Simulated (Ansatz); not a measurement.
## Fields on a plane of SiO2 (rutile)

```
SiO2
1.0
    4.23616     0.00000     0.00000
    0.00000     4.23616     0.00000
    0.00000     0.00000     2.69045
Si O
2 4
Cartesian
  2.11808   2.11808   1.34523
  0.00000   0.00000   0.00000
  3.41852   3.41852   1.34523
  1.30044   2.93572   0.00000
  2.93572   1.30044   0.00000
  0.81764   0.81764   1.34523
```

The slice is a (-1 1 0) plane (indices of the conventional cell) through the point (0.807, 0.807, 0.500) (fractional), spanned by u = [001] and v = [110] in vectors of this cell: u (2.69 Å) and v (5.99 Å, at 90° to u). It covers one period; positions are fractions (u, v).

Atoms on it: Si at (0.00, 0.69); Si at (0.50, 0.19); O at (0.00, 0.00); O at (0.00, 0.39).

Method: PBE (plane waves to 420 eV, PAW, scalar-relativistic; Ansatz, a quantum-chemistry and plane-wave program). k mesh 8×8×12. Near the nuclei the fields are pseudised (PAW); where an atom keeps semicore shells as valence, they peak there. SiO2 was relaxed with its symmetry unable to fall.

```
|xxxx88887733000033778888xx|
|88999988551100001155889999|
|99998866220000000022668899|
|99997733110000000011337799|
|88774422000000000000224477|
|33221111111100001111111122|
|xxxx00111111111111111100xx|
|xxxx00112211111111221100xx|
|xxxx00112211111111221100xx|
|xxxx00111111111111111100xx|
|22111111111100001111111111|
|77663311110000000011113366|
|99886633110000000011336688|
|99998855220000000022558899|
|99999977441100001144779999|
|xxxx88886622000022668888xx|
|xxxx88998844111144889988xx|
|xxxx88999966222266999988xx|
|xx889999996622226699999988|
|88889999885511115588999988|
|666677775522xxxx2255777766|
|1122222211xxxxxxxx11222222|
|1111222211xxxxxxxx11222211|
|555566664422xxxx2244666655|
|88889999884411114488999988|
|77889999996622226699999988|
|xxxx99999966222266999999xx|
|xxxx88998844111144889988xx|
```
Scale: ten equal steps from 0.03 (start of '0') to 0.87 (end of '9'), in the order '0123456789'. Values: electron localisation function (ELF). The map has 13 points along u (two characters each, u = 0 at the left) and 28 along v (v = 0 in the bottom row). Points within 0.4 Å of a nucleus are blanked (x), as the pseudised field means little there.

```
|@@@@%%**==--::::--==**%%@@|
|%%%%##++--::....::--++##%%|
|##**++==--..    ..--==++**|
|++++==--::........::--==++|
|====----::::....::::----==|
|----------::::::::--------|
|..::::----------------::::|
|    ::----------------::  |
|    ::----------------::  |
|....::----------------::..|
|----------::::::::--------|
|====----::::::::::::----==|
|++++==--::........::--==++|
|****++==::..    ..::==++**|
|%%%%**++--::....::--++**%%|
|@@@@%%**==::....::==**%%@@|
|@@@@%%**++--::::--++**%%@@|
|@@@@%%##++==----==++##%%@@|
|%%%%##**++==----==++**##%%|
|##****++====----====++****|
|++++++====--....--====++++|
|========--..    ..--======|
|----==----..    ..----==--|
|++++======::....::======++|
|******++==--::::--==++****|
|%%%%##**++==----==++**##%%|
|@@@@%%**++==----==++**%%@@|
|@@@@%%##++--::::--++##%%@@|
```
Scale: ten equal steps from -1.23 (start of ' ') to 0.89 (end of '@'), in the order ' .:-=+*#%@'. Values: log₁₀ of the valence density in e/Å³. The map has 13 points along u (two characters each, u = 0 at the left) and 28 along v (v = 0 in the bottom row). The scale is logarithmic, as a density can span decades between atoms and voids.

| Item | Value |
|---|---|
| Density on the Si–O line (1.77 Å) at its midpoint | 0.93 e/Å³ |
| ELF at that point | 0.9 |
| ELF maximum in the middle third of the Si–O line | 0.86, 1.0 Å from Si |
